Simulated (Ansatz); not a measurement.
**Is this HPbNO4 structure a true minimum?**

The structure comes from a generated guess, relaxed at this level; another structure or a mixture of phases may lie lower.

These are results of DFT PBE, scalar-relativistic, plane waves, PAW (Ansatz 0.2.0), not measurements. Settings: cutoff 420 eV, Γ-centred mesh 4×6×4 on the computed 14-atom cell, Gaussian smearing of 0.02 eV; no spin polarisation.

The cell below (14 atoms, space group P2_1/m (No. 11)) is relaxed within its symmetry.

```
CELL_PARAMETERS angstrom
6.85877 0.00000 0.00000
0.00000 4.22865 0.00000
-3.39101 0.00000 7.27459
ATOMIC_POSITIONS crystal
H 0.22549 0.75000 0.50730
H 0.77451 0.25000 0.49270
Pb 0.30229 0.25000 0.28494
Pb 0.69771 0.75000 0.71506
N 0.21484 0.75000 0.83567
N 0.78516 0.25000 0.16433
O 0.33078 0.75000 0.45338
O 0.40909 0.75000 0.86901
O 0.15508 0.75000 0.96537
O 0.07083 0.75000 0.66955
O 0.66922 0.25000 0.54661
O 0.59091 0.25000 0.13099
O 0.84492 0.25000 0.03463
O 0.92917 0.25000 0.33045
```

For the test it was strained at random (σ = 1.5 % a component), the atoms were moved at random (σ = 0.10 Å), and all was relaxed again on a coarse 4×2×2 mesh (in the run’s order of axes) with 0.10 eV smearing, with no symmetry imposed.

Weakly bound directions are ill-defined at this level, which has no dispersion term. These runs have no spin–orbit coupling, which can matter for Pb.

Question: Does it come back?

Answer: It doesn't return. The energy falls by 11 meV/atom on that mesh, the volume changes by -3.0 %, and the end has space group P2_1 (No. 4) at a loose tolerance. Relaxed again on a 4×6×4 mesh with 0.02 eV smearing, the new structure lies 11 meV/atom below the first (mesh in the axes of the run's cell; the cell below is made exact in the group named). Space group P2_1 (No. 4), monoclinic, a = 6.432 Å, b = 4.116 Å, c = 8.336 Å, β = 112.2°. H is surrounded by 1 O at 0.99 Å; Pb has 3 O at 2.40–2.49 Å, 3 O at 2.69–2.94 Å and 2 H at 2.84–2.94 Å; N is surrounded by 3 O at 1.25–1.29 Å; around O on its first site lie 1 H at 0.99 Å and 3 Pb at 2.40–2.49 Å; 3 more sites not described.

```
H Pb N O
1.0
     6.43231    0.00000    0.00000
     0.00000    4.11576    0.00000
    -3.14406    0.00000    7.71988
H Pb N O
2 2 2 8
Direct
  0.29344 0.40269 0.51180
  0.70656 0.90269 0.48820
  0.98482 0.89436 0.29261
  0.01518 0.39436 0.70739
  0.59264 0.13413 0.79304
  0.40736 0.63413 0.20696
  0.12802 0.40738 0.45645
  0.41456 0.03790 0.80575
  0.78104 0.03506 0.89430
  0.58408 0.33710 0.67329
  0.87198 0.90738 0.54355
  0.58544 0.53790 0.19425
  0.21896 0.53506 0.10570
  0.41592 0.83710 0.32671
```
